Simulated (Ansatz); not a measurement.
LaN (zinc blende, F-43m) is relaxed with r²SCAN in the plane-wave PAW code Ansatz. What lattice parameters of the conventional cell result?

a = 5.605 Å.

Is it a metal or does it have a gap at this level?

A gap of 1.51 eV, indirect.

The start of the workflow was typed in or built on a structure type; neither database checked (COD, Materials Project) lists it. COD files the formula under space group No. 225. Whether it is the stable phase at ambient conditions was not checked. Symmetry was held in the r²SCAN relaxation; whether a distortion lowers the energy is not shown. Scalar-relativistic: spin–orbit coupling is off unless named, which matters more the heavier the elements.

Potentials: the earlier of the program's two PAW sets.
